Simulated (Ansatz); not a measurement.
Rb3NaW2O8:
Space group P-3m1 (No. 164); a = b = 6.148 Å, c = 7.902 Å, α = β = 90.00°, γ = 120.00°

| atom | site | symmetry | x | y | z |
|---|---|---|---|---|---|
| Rb | 1b | -3m. | 0.0000 | 0.0000 | 0.5000 |
| Rb | 2d | 3m. | 0.6667 | 0.3333 | 0.1579 |
| Na | 1a | -3m. | 0.0000 | 0.0000 | 0.0000 |
| W | 2d | 3m. | 0.3333 | 0.6667 | 0.2779 |
| O | 6i | .m. | 0.1771 | 0.3542 | 0.1960 |
| O | 2d | 3m. | 0.6667 | 0.3333 | 0.4981 |

Relaxed with r²SCAN. 

**Question.** HSE06 on this cell (Ansatz, an electronic-structure program, PAW) gives a gap of 6.49 eV. What does r²SCAN give?

**Answer.** 5.58 eV.

Cost on shared cores: the r²SCAN run (SCF on a 5×5×4 mesh, then bands and DOS) roughly 7 core-minutes, the HSE06 run (SCF on 3×3×2, then a few points) roughly 9 core-minutes; the tasks are unlike.

The first step of the workflow began from a Materials Project structure, measured or hypothetical; the Crystallography Open Database copy checked does not list it. Whether it is the stable phase at ambient conditions was not checked. Symmetry was held in the r²SCAN relaxation; its stability against distortions is not shown here. No spin polarisation was allowed. No Hubbard U is applied. Scalar-relativistic: spin–orbit coupling is off unless named, which matters more the heavier the elements.

Potentials: the later of the program's two PAW sets.

Ansatz is a plane-wave DFT program.
